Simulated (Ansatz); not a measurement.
A geometry of TiSi2 away from equilibrium: step 2 of the relaxation of a relaxed TiSi2 cell displaced along its unstable phonon at q = (½, 0, ½) of its primitive reciprocal cell (183i cm⁻¹), largest move 0.15 Å. The numbers are results of r2SCAN (plane waves to 500 eV, PAW, scalar-relativistic; Ansatz, a first-principles code), not measurements. Γ-centred k-mesh 10×10×10 on the run's cell (coarser than for final values), Fermi–Dirac smearing 0.05 eV. The plane waves were selected for a different cell earlier on the path.

```
TiSi2
1.0
    7.94686     0.01795     0.00000
   -1.97894     3.42763     0.00000
    3.97343     0.00898     3.16482
Ti Si
2 4
Cartesian
 -0.27463  -0.15856   0.00000
  4.24806   0.16753   0.00000
  7.94265   2.30061   1.36939
  3.96922   2.29163   1.79543
  1.99870   1.15395   1.36939
  5.97213   1.16293   1.79543
```

**Question.** Give the Cartesian forces on all atoms (eV/Å).

**Answer.** 
| atom | Fx | Fy | Fz |
|---|---|---|---|
| Ti1 | -0.33 | -0.19 | 0.00 |
| Ti2 | 0.33 | 0.19 | 0.00 |
| Si3 | -0.24 | -0.14 | -0.53 |
| Si4 | -0.24 | -0.14 | 0.53 |
| Si5 | 0.24 | 0.14 | -0.53 |
| Si6 | 0.24 | 0.14 | 0.53 |

The path ends in Imma (No. 74). No spin polarisation in the result.

The run could not lose the symmetry of its start: the end is stationary, and may be a saddle point rather than a minimum.

The end of the path is a generated cell of TiSi2: the first start was made by placing the elements on the sites of a structure type, and the end was not matched to a known phase here, so it may be hypothetical. Known forms of TiSi2 include space group No. 63, 70.
